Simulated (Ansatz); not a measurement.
Here is the system:

Relaxed LiH (rock salt):

```
LiH
1.0
    0.00000     2.00356     2.00356
    2.00356     0.00000     2.00356
    2.00356     2.00356     0.00000
H Li
1 1
Cartesian
  0.00000   0.00000   0.00000
  2.00356   2.00356   2.00356
```

In this cell atom 1 (H, nearest neighbour Li at 2.004 Å; its periodic images, 2.8 Å or more away, move with it) is moved by s along Cartesian z, unit vector (0.000, 0.000, 1.000); all other atoms and the cell stay fixed.

Calculation: PBE (plane waves to 420 eV, PAW, scalar-relativistic; Ansatz, a first-principles code). k mesh 11×11×11 (Γ-centred), Fermi-Dirac smearing 0.05 eV. Energies are smeared free energies. LiH was relaxed with its symmetry unable to fall. The zero of ΔE is the undisplaced structure.

The scan covers s from -0.200 to 0.200 Å in 11 points.

Question: Is this a single well or a double well?

Answer: A single well with its minimum at or next to zero displacement.

Question: Is the energy the same for equal positive and negative displacements?

Answer: Even: the same for both signs. With its periodic images moving along, the atom's site symmetry in this cell is m-3m.

Question: What force acts on the atom along the line at s = -0.200 Å?

Answer: 0.289 eV/Å.

Question: What is the force constant k = d²E/ds² of this move at s = 0?

Answer: 1.11 eV/Å².

Question: With two atoms in the cell this is the zone-centre optical mode. What wavenumber follows (transverse: no LO-TO term)?

Answer: 585 cm⁻¹.

(A displaced cell: forces are minus the slopes of the energy, force constants its curvatures, and phonons follow from these.)
